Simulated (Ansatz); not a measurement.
**Kick test of a cell of SrTa2O5**

The structure comes from a proposed guess, relaxed at this level; another structure or a mixture of phases may lie lower.

The calculation used DFT PBE, scalar-relativistic, plane waves, PAW (Ansatz). Cutoff 420 eV; k points 8×8×8 on the computed 8-atom cell (Γ-centred); Gaussian smearing, width 0.10 eV; no spin polarisation.

The cell below (8 atoms, space group Cmmm (No. 65)) is relaxed within its symmetry.

```
Sr Ta O
1.0
     2.06791   -6.14448    0.00000
     2.06791    6.14448    0.00000
     0.00000    0.00000    3.97518
Sr Ta O
1 2 5
Direct
  0.50000 0.50000 0.00000
  0.16575 0.83425 0.50000
  0.83425 0.16575 0.50000
  0.15750 0.84250 0.00000
  0.84250 0.15750 0.00000
  0.00000 0.00000 0.50000
  0.34348 0.65652 0.50000
  0.65652 0.34348 0.50000
```

For the test it was strained at random (σ = 1.5 % a component), the atoms were moved at random (σ = 0.10 Å), and all was relaxed again on a coarse 6×6×6 mesh (in the run’s order of axes) with 0.20 eV smearing, with no symmetry imposed.

Spin–orbit coupling, which can matter for Ta, is left out.

Problem. What happens?

Solution. It returns, within 1 meV/atom of the unmoved cell on that mesh and with the same symmetry when read at 0.1 Å. No instability shows in this cell; modes of other wave vectors, which need another repeat, aren't tested.
